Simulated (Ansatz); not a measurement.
CsI:
```cif
data_CsI
_chemical_formula_sum 'Cs1 I1'
_space_group_name_H-M_alt 'P 1'
_space_group_IT_number 1
_cell_length_a 5.50671
_cell_length_b 5.50671
_cell_length_c 5.50671
_cell_angle_alpha 60.000
_cell_angle_beta 60.000
_cell_angle_gamma 60.000
loop_
_space_group_symop_operation_xyz
  'x, y, z'
loop_
_atom_site_label
_atom_site_type_symbol
_atom_site_fract_x
_atom_site_fract_y
_atom_site_fract_z
_atom_site_occupancy
Cs1 Cs 0.00000 0.00000 0.00000 1
I1 I 0.50000 0.50000 0.50000 1
```

Relaxed with r²SCAN. DFT-r²SCAN in the program Ansatz with PAW potentials gives a gap of 4.48 eV.

What gap does HSE06 give on the same cell (Ansatz, PAW)?

4.89 eV, 0.41 eV more. The hybrid was solved on a coarser mesh and at special points; its gap is the smallest among all of these.

```json
[
 {"k": "Γ", "v1 r²SCAN": "0.00", "c1 r²SCAN": "4.48", "v1 HSE06": "0.00", "c1 HSE06": "4.88"},
 {"k": "X", "v1 r²SCAN": "-0.10", "c1 r²SCAN": "4.86", "v1 HSE06": "?", "c1 HSE06": "?"},
 {"k": "L", "v1 r²SCAN": "-0.32", "c1 r²SCAN": "6.28", "v1 HSE06": "?", "c1 HSE06": "?"},
 {"k": "W", "v1 r²SCAN": "-0.22", "c1 r²SCAN": "6.13", "v1 HSE06": "?", "c1 HSE06": "?"},
 {"k": "K", "v1 r²SCAN": "-0.21", "c1 r²SCAN": "5.50", "v1 HSE06": "?", "c1 HSE06": "?"}
]
```

Top valence (v1) and lowest conduction level (c1) in eV from each method's valence maximum (which need not be a listed point): supply the withheld HSE06 values.


- L, v1 HSE06: -0.34
- L, c1 HSE06: 6.82
- K, v1 HSE06: -0.22
- K, c1 HSE06: 6.07
- W, v1 HSE06: -0.23
- W, c1 HSE06: 6.70
- X, v1 HSE06: -0.10
- X, c1 HSE06: 5.42

Cost on shared cores: the r²SCAN run (SCF on a 6×6×6 mesh, then bands and DOS) about 30 core-seconds (a rough figure), the HSE06 run (SCF on 5×5×5, then a few points) very roughly 3 core-minutes; the tasks are unlike.

Space group Fm-3m (rock salt). The first step of the workflow began from a Materials Project structure, measured or hypothetical; the Crystallography Open Database copy checked does not list it. It is not the phase usual at ambient conditions (space group No. 221). The r²SCAN relaxation kept the symmetry of its start; its stability against distortions is not shown here. Spin–orbit coupling is left out wherever it is not named.

Potentials: the later of the program's two PAW sets.
